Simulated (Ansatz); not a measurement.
A plane-wave DFT run in Ansatz 0.2.0 (scalar-relativistic PAW potentials unless the input names others): input and command.

```yaml
crystal:
  lattice:
    - [5.2516340072, 0.0, 0.0]
    - [0.0, 5.2516340072, 0.0]
    - [0.0, 0.0, 5.2516340072]
  atoms:
    - { symbol: "Y", position: [0.0, 0.0, 0.0] }
    - { symbol: Ge, position: [0.0, 0.5, 0.5] }
    - { symbol: Ge, position: [0.5, 0.0, 0.5] }
    - { symbol: Ge, position: [0.5, 0.5, 0.0] }
    - { symbol: Sb, position: [0.5, 0.5, 0.5] }
basis:
  ecutwfc: 420
kpoints:
  mp_grid: { grid: [8, 8, 8] }
hamiltonian:
  xc: pbe
scf:
  occupations: { method: gaussian, width: 0.1 }
  max_iter: 60
output:
  forces: true
  eigenvalues: true
  stress: true
total_charge: -6
```

```bash
ansatz run input.yaml --threads 1 --pin off --max-ram 2560MiB --backend cpu --events-out ev --progress --plain --runs-dir out
```

Abridged log:
```
Pseudopotentials: kind: paw
Pseudopotential: Y, paw, valence charge 11, recommended cutoff 420 eV (normal)
Pseudopotential: Ge, paw, valence charge 14, recommended cutoff 420 eV (normal)
Pseudopotential: Sb, paw, valence charge 15, recommended cutoff 420 eV (normal)
Functional definition: PBE
Crystal: 5 atoms, lattice volume = 144.838 Å³
Basis set: ecut = 420 eV, 2897 PW (Γ), exchange–correlation on 72×72×72 points (8 copies of the dense FFT grid, shifted against one another)
Bands: 45, of which v1, the nominal top of the filled ones, is band 37 counted from 1 (36 counted from 0)
Symmetry: 48 space group operations
Space group: Pm-3m (ITA 221), of the structure as read, at distance tolerance 5.3e-5 Å
k-points: 35 of 512
Initial density: superposition of atomic densities (neutral atoms scaled as one to the charged cell's electrons: chi_scale 0, normalization atom), corrected by the library's trained network
Initial wavefunctions: pseudopotential atomic-orbital guess
Functional: x = pbe(κ = 0.804, μ = 0.21951497), c = pbe(β = 0.06672455)
SCF iter   1: F=—  HF=-23238.429019 eV  |F-HF|=—  |Δ(HF+E_count)|=         —  Δρ=3.69e-1  dr2=3.12e2  ethr=1.77e-3  ⟨swp⟩=7.7  Hψ=6998  notcnv=0  defer=1
SCF iter   2: F=—  HF=-23179.044171 eV  |F-HF|=—  |Δ(HF+E_count)|=    5.94e1  Δρ=9.05e-2  dr2=2.93e1  ethr=1.77e-3  ⟨swp⟩=4.2  Hψ=5579  notcnv=0  defer=74
SCF iter   3: F=—  HF=-23168.302618 eV  |F-HF|=—  |Δ(HF+E_count)|=    1.07e1  Δρ=6.54e-2  dr2=1.29e1  ethr=1.77e-3  ⟨swp⟩=3.7  Hψ=4595  notcnv=0  defer=65
SCF iter   4: F=—  HF=-23164.565342 eV  |F-HF|=—  |Δ(HF+E_count)|=    3.74e0  Δρ=1.77e-2  dr2=1.21e0  ethr=1.77e-3  ⟨swp⟩=4.3  Hψ=3631  notcnv=0  defer=62
SCF iter   5: F=—  HF=-23164.269393 eV  |F-HF|=—  |Δ(HF+E_count)|=   2.96e-1  Δρ=6.42e-3  dr2=6.49e-2  ethr=1.64e-3  ⟨swp⟩=4.6  Hψ=3602  notcnv=0  defer=48
SCF iter   6: F=—  HF=-23164.257236 eV  |F-HF|=—  |Δ(HF+E_count)|=   1.22e-2  Δρ=1.61e-3  dr2=5.36e-3  ethr=8.78e-5  ⟨swp⟩=2.8  Hψ=2102  notcnv=0  defer=48
SCF iter   7: F=—  HF=-23164.256420 eV  |F-HF|=—  |Δ(HF+E_count)|=   8.16e-4  Δρ=5.88e-4  dr2=4.67e-4  ethr=7.24e-6  ⟨swp⟩=2.0  Hψ=2619  notcnv=0  defer=48
SCF iter   8: F=—  HF=-23164.256334 eV  |F-HF|=—  |Δ(HF+E_count)|=   8.67e-5  Δρ=2.26e-4  dr2=1.23e-4  ethr=6.32e-7  ⟨swp⟩=2.2  Hψ=2649  notcnv=0  defer=48
SCF iter   9: F=—  HF=-23164.256309 eV  |F-HF|=—  |Δ(HF+E_count)|=   2.45e-5  Δρ=3.81e-5  dr2=2.19e-6  ethr=1.66e-7  ⟨swp⟩=2.0  Hψ=2599  notcnv=0  defer=48
SCF iter  10: F=—  HF=-23164.256406 eV  |F-HF|=—  |Δ(HF+E_count)|=   9.71e-5  Δρ=1.48e-5  dr2=5.78e-7  ethr=2.96e-9  ⟨swp⟩=2.1  Hψ=2059  notcnv=0  defer=48
SCF iter  11: F=-23164.256406 eV  HF=-23164.256406 eV  |F-HF|=8.54e-8  |Δ(HF+E_count)|=   6.33e-9  Δρ=5.66e-6  dr2=6.36e-8  ethr=1.35e-10  ⟨swp⟩=12.4  Hψ=7897  notcnv=0
SCF 1 converged in 11 iterations: F = -23164.256406 eV  dr2 = 6.36e-8
SCF converged after 11 iterations
Free energy (F): -23164.256406 eV
Harris-Foulkes:  -23164.256406 eV  (|F-HF|=8.54e-8)
Internal energy: -23164.222021 eV  (E = F + TS)
E sigma→0 (E₀):  -23164.239214 eV
Entropy (-TS):   -0.034385 eV (-6.877 meV/atom)
Fermi energy:    9.090448 eV
--- Forces (eV/Å), atoms counted from 1 ---
  atom   1  Y      0.00000000     0.00000000     0.00000000
  atom   2  Ge     0.00000000     0.00000000     0.00000000
  atom   3  Ge     0.00000000     0.00000000     0.00000000
  atom   4  Ge     0.00000000     0.00000000     0.00000000
  atom   5  Sb     0.00000000     0.00000000     0.00000000
--- Stress (GPa, compression-positive) ---
       -9.359763       0.000000       0.000000
        0.000000      -9.359763       0.000000
        0.000000       0.000000      -9.359763
  P = ⅓ Tr σ = -9.3598 GPa (-93.598 kbar)
```

**Question.** What should be changed?

**Answer.** The fault is a net charge on a solid that should be neutral, 6 electrons a cell too many, offset by a uniform background, so that energy and pressure hang on that convention (total_charge: not typed → -6, the first being the value of the sound run). Setting it back cures it. The run converged all the same, with a total energy on another zero, pressure -9.36 GPa (with the neutralising background of the charged cell), largest force 0.000 eV/Å, no gap on the mesh, so convergence alone doesn't show that an input is right. A reference run on usual settings, whose relaxation ended at this geometry, converged, and the end of its own relaxation has pressure -0.01 GPa, largest force 0.000 eV/Å, no gap on the mesh.

Time: 16 s on 1 thread of Arm Neoverse V2, on a shared host, peak memory 0.49 GiB.